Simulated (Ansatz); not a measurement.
KMgF$_{3}$ (Pm-3m), tetragonal deformation path

The calculation used DFT PBEsol, scalar-relativistic, plane waves, PAW in Ansatz. The runs took a 420 eV cutoff, a Γ-centred 6×6×6 mesh and Gaussian smearing (0.05 eV). No spin polarisation. Energies are free energies at this smearing, counted from the undisturbed cell; pressure is positive in compression.

Reference structure (as given, not relaxed at this level; it stands at 0.3 GPa, and it needn't be the usual structure):

```xyz
5
Lattice="3.9859 0.0000 0.0000 0.0000 3.9859 0.0000 0.0000 0.0000 3.9859" Properties=species:S:1:pos:R:3 pbc="T T T"
K     1.9929    1.9929    1.9929
Mg    0.0000    0.0000    0.0000
F     1.9929    0.0000    0.0000
F     0.0000    1.9929    0.0000
F     0.0000    0.0000    1.9929
```

At fixed volume and fractional coordinates, lengths along (0.000, 0.000, 1.000) are scaled against those across it; ρ is that ratio over its starting value.

| ρ | ΔE (meV/atom) | pressure (GPa) | gap on the mesh (eV) |
| --- | --- | --- | --- |
| 0.650 | 921.9 | 29.2 | 6.18 |
| 0.707 | 515.7 | 17.6 | 6.67 |
| 0.780 | 225.4 | 8.5 | 7.03 |
| 0.850 | 84.8 | 3.6 | 7.08 |
| 0.920 | 20.2 | 1.1 | 7.11 |
| 0.960 | 4.6 | 0.5 | 7.13 |
| 1.000 | 0.0 | 0.3 | 7.15 |
| 1.050 | 6.0 | 0.6 | 7.11 |
| 1.100 | 22.2 | 1.3 | 7.06 |
| 1.200 | 78.0 | 4.1 | 6.93 |
| 1.300 | 158.9 | 8.1 | 6.75 |
| 1.414 | 277.8 | 14.0 | 6.49 |
| 1.500 | 385.9 | 19.1 | 6.26 |